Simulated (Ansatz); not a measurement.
ZrCu in space group Cm (No. 8; Pearson symbol mS16) at seven volumes, the program Ansatz at the r²SCAN level (PAW), shape and atoms relaxed at each. One row is withheld.

| V (Å³/atom) | P (GPa) |
|---|---|
| 15.792 | 14.04 |
| 16.312 | 8.66 |
| 16.833 | ? |
| 17.354 | 0.00 |
| 17.874 | -3.47 |
| 18.395 | -6.45 |
| 18.915 | -9.01 |

Question: Fit the shown pressures and predict the withheld one.

Answer: P = (3/2)B₀(x^(7/2) − x^(5/2))[1 + (3/4)(B′ − 4)(x − 1)] with x = (V₀/V)^(2/3). Least squares on the six rows gives V₀ = 17.353 Å³/atom, B₀ = 124 GPa, B′ = 3.92. At V = 16.833, x = 1.0205 and P = 4.00 GPa. The run itself gave 4.01 GPa.

The workflow started from a Materials Project entry (that database holds measured and hypothetical structures alike); the Crystallography Open Database copy checked does not list it. Its standing as an ambient phase is unchecked. The r²SCAN relaxation kept the symmetry of its start; whether a distortion lowers the energy is not shown. No spin polarisation was allowed.

Potentials: the later of the program's two PAW sets.
